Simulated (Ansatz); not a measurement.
Ga₂O₃:
```yaml
crystal:
  lattice:
    - [2.99115, 0.00000, 0.00000]
    - [-1.49557, 2.59041, 0.00000]
    - [0.00000, 0.00000, 6.84263]
  atoms:
    - { symbol: Ga, position: [0.33333, 0.66667, 0.20402] }
    - { symbol: Ga, position: [0.66667, 0.33333, 0.79598] }
    - { symbol: O, position: [0.00000, 0.00000, 0.00000] }
    - { symbol: O, position: [0.33333, 0.66667, 0.69148] }
    - { symbol: O, position: [0.66667, 0.33333, 0.30852] }
```

Relaxed with r²SCAN. DFT-r²SCAN in the program Ansatz with PAW potentials gives a gap of 3.12 eV.

Question: What gap does HSE06 give on the same cell (Ansatz, PAW)?

Answer: 4.18 eV, 1.06 eV more. The hybrid was solved on a coarser mesh and at special points; its gap is the smallest among all of these.

```csv
k,v1 r²SCAN,c1 r²SCAN,v1 HSE06,c1 HSE06
Γ,0.00,3.12,0.00,4.18
A,-0.94,4.10,___,___
K,-0.78,7.64,___,___
H,-0.93,7.69,___,___
M,-0.68,5.15,___,___
L,-0.28,5.39,-0.32,6.52
```

Question: Top valence (v1) and lowest conduction level (c1) in eV from each method's valence maximum (which need not be a listed point): supply the withheld HSE06 values.

Answer: 
- M, v1 HSE06: -0.74
- M, c1 HSE06: 6.28
- K, v1 HSE06: -0.76
- K, c1 HSE06: 8.92
- H, v1 HSE06: -0.92
- H, c1 HSE06: 8.98
- A, v1 HSE06: -0.90
- A, c1 HSE06: 5.15

Cost on shared cores: the r²SCAN run (SCF on a 11×11×4 mesh, then bands and DOS) roughly 60 core-seconds, the HSE06 run (SCF on 6×6×3, then a few points) around 2.9 core-minutes (rough); the tasks are unlike.

Space group P-3m1 (La2O3 or Ni2Al3 type). A made-up cell: these elements were put on the sites of a structure type; neither database checked (COD, Materials Project) lists it. It is not the phase usual at ambient conditions (space group No. 12, 167). The cell was relaxed with r²SCAN under the symmetry of its start. At this level the phase is mechanically unstable. Spin–orbit coupling is left out wherever it is not named.

Potentials: the later of the program's two PAW sets.
